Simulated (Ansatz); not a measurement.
A relaxed structure of Nb is spoiled in several ways and relaxed again each time (squeezed and stretched starts keep its symmetry, which their runs cannot lower; pressure is positive under compression). Level of theory: r2SCAN (plane waves to 500 eV, PAW, scalar-relativistic; Ansatz, a quantum-chemistry and plane-wave program).

```cif
data_Nb2
_chemical_formula_sum 'Nb2'
_space_group_name_H-M_alt 'Im-3m'
_space_group_IT_number 229
_space_group_name_Hall '-I 4 2 3'
_cell_length_a 3.30295
_cell_length_b 3.30295
_cell_length_c 3.30295
_cell_angle_alpha 90.000
_cell_angle_beta 90.000
_cell_angle_gamma 90.000
loop_
_atom_site_label
_atom_site_type_symbol
_atom_site_symmetry_multiplicity
_atom_site_Wyckoff_symbol
_atom_site_fract_x
_atom_site_fract_y
_atom_site_fract_z
_atom_site_occupancy
Nb1 Nb 2 a 0.00000 0.00000 0.00000 1
```
(The calculation used a cell of 1 atom; values per cell refer to that cell.)

| change | first pressure (GPa) | largest first force (eV/Å) | released (eV/atom) | moves | outcome | final group | E − E(parent) (eV/atom) |
|---|---|---|---|---|---|---|---|
| squeezed uniformly to 88 % of its volume | 27.9 | 0.00 | 0.17 | 6 | returns to the parent | Im-3m | 0.00 |
| stretched uniformly to 150 % of its volume | -32.4 | 0.00 | 1.28 to 1.29 | 10 | returns to the parent | Im-3m | 0.00 |

First-step values come from each run's starting, coarser k-mesh (14×14×14, 12×12×12). The runs use different k-meshes, so differences are rounded accordingly. No spin polarisation in the result.
